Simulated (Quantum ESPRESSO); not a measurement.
# NbAg3Hf2Ta2: input and log of a self-consistent run

A calculation, not a measurement. The program is pw.x of Quantum ESPRESSO 7.5 (plane-wave density functional theory). The cell is made up: eight metal atoms on a face-centred cubic lattice, with elements, volume, strain and displacements drawn at random and not relaxed, so it may be unstable or far from any real phase. PseudoDojo standard norm-conserving files set the functional (PBE unless stated); there is no spin polarisation or spin-orbit coupling, the Fermi-Dirac width of 0.25 eV means electrons at about 2900 K, and the masses in the input are unused placeholders. Heavy elements are run without spin-orbit coupling, which real alloys of them have. A spin test at this wide smearing found no moment, but such smearing suppresses magnetism that the real alloy may have.

Input:

```
&control calculation='scf', pseudo_dir='./dojo.nc.sr.pbe.v0_5.standard.upf', outdir='./o', disk_io='minimal', tprnfor=.true., tstress=.true. /
&system ibrav=0, nat=8, ntyp=4, nbnd=74, ecutwfc=82.02448710, nosym=.true., tot_charge=0,
 occupations='smearing', smearing='fd', degauss=0.0183746611
/
&electrons conv_thr=1.470e-08, electron_maxstep=70, mixing_beta=0.5 /
ATOMIC_SPECIES
Ag 1.0 Ag.upf
Hf 1.0 Hf.upf
Nb 1.0 Nb.upf
Ta 1.0 Ta.upf
CELL_PARAMETERS angstrom
-2.0526 -4.089 -2.1162
-4.0714 2.0894 1.9923
-0.0882 4.0166 -3.9987
ATOMIC_POSITIONS angstrom
Nb 0.0513 0.0889 -0.0517
Ag 0.0156 2.0587 -1.9275
Hf -2.0815 2.0311 0.0444
Ag -1.9975 4.1057 -1.9969
Ag -2.1358 0.0528 -1.9543
Hf -2.1377 2.0006 -4.0919
Ta -4.1629 0.0538 -0.0021
Ta -4.1921 2.0143 -2.0511
K_POINTS automatic
5 5 4 1 1 1
```

The log is shortened where brackets say so; the opening notice, blank lines, dates and the lines on written files are dropped, and the path of the files is cut. It prints rydbergs, bohrs and kilobars, and counts compression as positive stress. Its total energy is the free energy E - TS of the whole cell.

```
     Program PWSCF v.7.5
     Parallel version (MPI & OpenMP), running on       4 processor cores
     Number of MPI processes:                 4
     Threads/MPI process:                     1
     [start-up lines left out]
     bravais-lattice index     =            0
     lattice parameter (alat)  =       9.5261  a.u.
     unit-cell volume          =     911.5652 (a.u.)^3
     number of atoms/cell      =            8
     number of atomic types    =            4
     number of electrons       =       120.00
     number of Kohn-Sham states=           74
     kinetic-energy cutoff     =      82.0245  Ry
     charge density cutoff     =     328.0979  Ry
     scf convergence threshold =      1.5E-08
     mixing beta               =       0.5000
     number of iterations used =            8  plain     mixing
     Exchange-correlation= PBE
                           (   1   4   3   4   0   0   0)
     [axes and pseudopotential details left out]
   Cartesian axes
     site n.     atom                  positions (alat units)
         1        Nb     tau(   1) = (   0.0101766   0.0176355  -0.0102560  )
         2        Ag     tau(   2) = (   0.0030946   0.4083935  -0.3823668  )
         3        Hf     tau(   3) = (  -0.4129165   0.4029184   0.0088078  )
         4        Ag     tau(   4) = (  -0.3962530   0.8144661  -0.3961340  )
         5        Ag     tau(   5) = (  -0.4236882   0.0104742  -0.3876832  )
         6        Hf     tau(   6) = (  -0.4240651   0.3968680  -0.8117285  )
         7        Ta     tau(   7) = (  -0.8258131   0.0106725  -0.0004166  )
         8        Ta     tau(   8) = (  -0.8316056   0.3995857  -0.4068859  )
     number of k points=    50  Fermi-Dirac smearing, width (Ry)=  0.0184
                       cart. coord. in units 2pi/alat
        k(    1) = (  -0.1711569   0.0277898  -0.1258921), wk =   0.0400000
        k(    2) = (  -0.2059089   0.1463251  -0.3212228), wk =   0.0400000
     [further k points left out]
     Dense  grid:    91471 G-vectors     FFT dimensions: (  60,  60,  64)
     Estimated max dynamical RAM per process >     344.73 MB
     Estimated total dynamical RAM >       1.28 GB
     Initial potential from superposition of free atoms
     starting charge     119.9908, renormalised to     120.0000
     Starting wfcs are   80 randomized atomic wfcs
     total cpu time spent up to now is        5.1 secs
     per-process dynamical memory:   264.9 Mb
     Self-consistent Calculation
     iteration #  1     ecut=    82.02 Ry     beta= 0.50
     Davidson diagonalization with overlap
     ethr =  1.00E-02,  avg # of iterations =  2.7
     total cpu time spent up to now is       16.7 secs
     total energy              =   -1538.79154158 Ry
     estimated scf accuracy    <       3.27412785 Ry
     iteration #  2     ecut=    82.02 Ry     beta= 0.50
     Davidson diagonalization with overlap
     ethr =  2.73E-03,  avg # of iterations =  3.0
     total cpu time spent up to now is       29.0 secs
     total energy              =   -1539.72453586 Ry
     estimated scf accuracy    <       7.20412609 Ry
     iteration #  3     ecut=    82.02 Ry     beta= 0.50
     Davidson diagonalization with overlap
     ethr =  2.73E-03,  avg # of iterations =  2.1
     total cpu time spent up to now is       39.5 secs
     total energy              =   -1540.48198619 Ry
     estimated scf accuracy    <       0.66838011 Ry
     iteration #  4     ecut=    82.02 Ry     beta= 0.50
     Davidson diagonalization with overlap
     ethr =  5.57E-04,  avg # of iterations =  2.0
     total cpu time spent up to now is       49.6 secs
     total energy              =   -1540.54204838 Ry
     estimated scf accuracy    <       0.16474181 Ry
     iteration #  5     ecut=    82.02 Ry     beta= 0.50
     Davidson diagonalization with overlap
     ethr =  1.37E-04,  avg # of iterations =  2.5
     total cpu time spent up to now is       60.1 secs
     total energy              =   -1540.55198504 Ry
     estimated scf accuracy    <       0.07312837 Ry
     [iterations 6 to 10 left out]
     iteration # 11     ecut=    82.02 Ry     beta= 0.50
     Davidson diagonalization with overlap
     ethr =  1.69E-07,  avg # of iterations =  2.0
     total cpu time spent up to now is      124.8 secs
     total energy              =   -1540.56682028 Ry
     estimated scf accuracy    <       0.00001491 Ry
     iteration # 12     ecut=    82.02 Ry     beta= 0.50
     Davidson diagonalization with overlap
     ethr =  1.24E-08,  avg # of iterations =  2.9
     total cpu time spent up to now is      135.8 secs
     total energy              =   -1540.56682319 Ry
     estimated scf accuracy    <       0.00000099 Ry
     iteration # 13     ecut=    82.02 Ry     beta= 0.50
     Davidson diagonalization with overlap
     ethr =  8.28E-10,  avg # of iterations =  4.9
     total cpu time spent up to now is      148.1 secs
     total energy              =   -1540.56682344 Ry
     estimated scf accuracy    <       0.00000012 Ry
     iteration # 14     ecut=    82.02 Ry     beta= 0.50
     Davidson diagonalization with overlap
     ethr =  1.02E-10,  avg # of iterations =  2.1
     total cpu time spent up to now is      158.8 secs
     total energy              =   -1540.56682345 Ry
     estimated scf accuracy    <       0.00000003 Ry
     iteration # 15     ecut=    82.02 Ry     beta= 0.50
     Davidson diagonalization with overlap
     ethr =  2.75E-11,  avg # of iterations =  2.1
     total cpu time spent up to now is      169.1 secs
     End of self-consistent calculation
     [lines on levels left out]
!    total energy              =   -1540.56682345 Ry
     estimated scf accuracy    <          8.7E-09 Ry
     smearing contrib. (-TS)   =      -0.10309020 Ry
     internal energy E=F+TS    =   -1540.46373325 Ry
     The total energy is F=E-TS. E is the sum of the following terms:
     one-electron contribution =    -468.95526046 Ry
     hartree contribution      =     302.81545678 Ry
     xc contribution           =    -281.96545789 Ry
     ewald contribution        =   -1092.35847167 Ry
     convergence has been achieved in  15 iterations
     Forces acting on atoms (cartesian axes, Ry/au):
     atom    1 type  3   force =     0.00575401   -0.06246977    0.01817082
     atom    2 type  1   force =    -0.03022475    0.00599197   -0.04450005
     atom    3 type  2   force =     0.00686347    0.03580865   -0.05130780
     atom    4 type  1   force =    -0.03591720   -0.03791763    0.01506072
     atom    5 type  1   force =     0.01997975    0.00546809   -0.03756954
     atom    6 type  2   force =     0.00635120    0.01981444    0.07118384
     atom    7 type  4   force =     0.01414024   -0.00387948    0.01778720
     atom    8 type  4   force =     0.01305328    0.03718371    0.01117481
     Total force =     0.153824     Total SCF correction =     0.000404
     Computing stress (Cartesian axis) and pressure
          total   stress  (Ry/bohr**3)                   (kbar)     P=      224.63
   0.00157634   0.00000243  -0.00020619          231.89        0.36      -30.33
   0.00000243   0.00151942  -0.00018901            0.36      223.51      -27.80
  -0.00020619  -0.00018901   0.00148531          -30.33      -27.80      218.50
     init_run     :      4.85s CPU      5.07s WALL (       1 calls)
     electrons    :    160.22s CPU    163.97s WALL (       1 calls)
     forces       :      2.00s CPU      2.01s WALL (       1 calls)
     stress       :      6.77s CPU      6.92s WALL (       1 calls)
     [timing details left out]
     PWSCF        :   2m53.95s CPU   2m58.11s WALL
     JOB DONE.
```

In other units: free energy -20960.479 eV for the cell, pressure 22.46 GPa, largest force component 1.830 eV/Å in size. The run took 180 s of wall time with four MPI processes on a shared machine (Intel Xeon, 2023 or later, virtual cores), so the time is rough. A rerun of this cell at a higher cutoff and on a denser mesh moved values by no more than 0.004 eV in energy, 0.10 GPa in stress and 0.006 eV/Å in force, and a second program with other atomic files agreed on that cell to 2 % rms in force and 0.5 GPa in pressure.